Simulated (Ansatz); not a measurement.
Suppose NaInTe takes space group P4/mmm (No. 123), with Na on 1a; In on 1d; Te on 1b.

Theory: DFT PBE, scalar-relativistic, plane waves, PAW (Ansatz 0.2.0). Cutoff 420 eV, Γ-centred mesh, Gaussian smearing, no spin polarisation.

The zero of energy is the elements' standard structures at the same level; no fitted shifts are applied.

Question: Which cell and coordinates does it relax to?

Answer:

Space group P4/mmm (No. 123). a = 4.772 Å, b = 4.772 Å, c = 5.829 Å, α = 90.00°, β = 90.00°, γ = 90.00°
```tsv
atom	site	symmetry	x	y	z
Na	1a	4/mmm	0.0000	0.0000	0.0000
In	1d	4/mmm	0.5000	0.5000	0.5000
Te	1b	4/mmm	0.0000	0.0000	0.5000
```

Around Na lie 2 Te at 2.91 Å, 8 In at 4.46 Å and 4 Na at 4.77 Å; In has 4 Te at 3.37 Å, 8 Na at 4.46 Å and 4 In at 4.77 Å; Te has 2 Na at 2.91 Å and 4 In at 3.37 Å. Another local minimum with the same sites may exist.

Question: Where does its energy lie, and is it a metal?

Answer: The energy over the elements is −0.24 eV/atom and the gap on the 10×10×8 mesh of the 3-atom cell is 0 eV (a metal). It lies below the elements, which doesn't yet make it stable against other compounds or structures.

The last run used Gaussian smearing of 0.10 eV. Spin–orbit coupling, which can matter for Te, is left out. The reference form of Te is held partly by dispersion forces, which this level lacks. A structure relaxed within its symmetry needn't be a true minimum.
